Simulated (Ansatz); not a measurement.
A relaxed cell of SiRu (Pm-3m (No. 221)), relaxed on a k-mesh at least as fine as the one used below. Method: r2SCAN (plane waves to 500 eV, PAW, scalar-relativistic; Ansatz, a quantum-chemistry and plane-wave program). Γ-centred k-mesh 11×6×11 on the run's cell, Fermi–Dirac smearing 0.05 eV.

```xyz
4
Lattice="2.9131 0.0000 0.0000 0.0000 5.8261 0.0000 0.0000 0.0000 2.9131" Properties=species:S:1:pos:R:3 pbc="T T T"
Si     1.4565     1.4565     1.4565
Si     1.4565     4.3696     1.4565
Ru     0.0000     0.0000     0.0000
Ru     0.0000     2.9131     0.0000
```

The atoms are displaced by (Å):

```tsv
atom	ux	uy	uz
Si1	-0.029	-0.013	-0.105
Si2	0.013	0.039	0.054
Ru3	-0.016	0.073	0.011
Ru4	-0.039	-0.032	0.133
```

Task: What forces (eV/Å) and pressure result?

Result: 
| atom | Fx | Fy | Fz |
|---|---|---|---|
| Si1 | 0.09 | 0.47 | 1.41 |
| Si2 | -0.22 | -0.61 | -0.26 |
| Ru3 | -0.01 | -1.63 | -0.29 |
| Ru4 | 0.14 | 1.77 | -0.87 |

Pressure +3.3 GPa.

Task: Estimate the energy cost of the displacement in the harmonic approximation and compare with the calculation.

Result: For a harmonic well ΔE = −½ Σ F·u = 0.249 eV a cell, or 62 meV/atom. The calculated energy relative to the undisplaced cell is +0.06 eV/atom, so the harmonic estimate holds well.

No spin polarisation in the result.

The run that gave the undisplaced cell could not lose the symmetry of its start; a randomly shaken copy of 4 atoms returns to this structure.

The first start was generated by placing the elements on the sites of a structure type. Materials Project lists a structure of SiRu in the same space group, Pm-3m (No. 221); the sites were not compared with it, nor with measured phases.
